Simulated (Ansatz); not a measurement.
Space group I4/mmm (No. 139). a = 4.357 Å, b = 4.357 Å, c = 8.545 Å, α = 90.00°, β = 90.00°, γ = 90.00°
```csv
atom,site,symmetry,x,y,z
Ta,4c,mmm.,0.5000,0.0000,0.0000
Ta,4e,4mm,0.0000,0.0000,0.2608
N,4d,-4m2,0.0000,0.5000,0.2500
N,2a,4/mmm,0.0000,0.0000,0.0000
```

Equation of state of this Ta4N3 structure (not necessarily the ground state), with shape and atoms relaxed at each volume where symmetry leaves them free. It has no gap at any of these volumes. These are results of Ansatz, DFT PBEsol, scalar-relativistic, plane waves, PAW, not measurements.

Plane waves to 420 eV, a k mesh through Γ of 12×12×12 on the computed 7-atom cell and Gaussian smearing (0.10 eV); no spin polarisation.

| V (Å³/atom) | E − E(largest V) (meV/atom) | P (GPa) |
| --- | --- | --- |
| 10.197 | 115.03 | 55.93 |
| 10.545 | 13.21 | 38.40 |
| 10.893 | -53.47 | 23.49 |
| 11.240 | -90.25 | 10.78 |
| 11.588 | -101.59 | -0.03 |
| 11.936 | -91.24 | -9.25 |
| 12.283 | -62.43 | -17.08 |
| 12.747 | 0.00 | -25.74 |

Q: Fit a third-order Birch–Murnaghan equation to E(V).

A: V0 = 11.59 Å³/atom, B0 = 332 GPa, B0' = 4.3.

Spin-orbit coupling is left out, which matters for the bands of heavy elements. Spin polarisation was left out, and a magnetic state may lie lower.